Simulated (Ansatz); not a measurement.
Relaxed candidate structures of SrO:

A. Fm-3m (No. 225), cF8, rock salt type; a = b = c = 5.122 Å, α = β = γ = 90.00°; O 4a (0.000, 0.000, 0.000); Sr 4b (0.500, 0.500, 0.500)

B. Pm-3m (No. 221), cP2, CsCl type; a = b = c = 3.0796 Å, α = β = γ = 90.00°; Sr 1a (0.000, 0.000, 0.000); O 1b (0.500, 0.500, 0.500)

C. P6₃/mmc (No. 194), hP4; a = b = 4.2355 Å, c = 5.1091 Å, α = β = 90.00°, γ = 120.00°; Sr 2d (0.667, 0.333, 0.250); O 2c (0.333, 0.667, 0.250)

### Question
Put the candidates in order of energy per atom, lowest first, for PBEsol (plane waves to 420 eV, PAW, scalar-relativistic; Ansatz, a first-principles code).

### Answer
A (reference, the lowest of the structures calculated here), C (+74 meV/atom), B (+372 meV/atom)

### Question
Give each candidate's band gap.

### Answer
No candidate is metallic. A: 3.20 eV (no spin-orbit coupling); B: 2.71 eV (no spin-orbit coupling); C: 2.61 eV (no spin-orbit coupling).

Each run could gain symmetry but not lose that of its start, so entries can be saddle points. From databases, or of a type measured for this composition: Fm-3m, cF8, rock salt type; the others are generated cells (placed on structure types, drawn at random, substituted or restacked) that were not matched to a known phase here. Energies are at zero temperature and pressure, without zero-point motion. The runs use different k-meshes, so differences are rounded accordingly. No spin polarisation in the result.
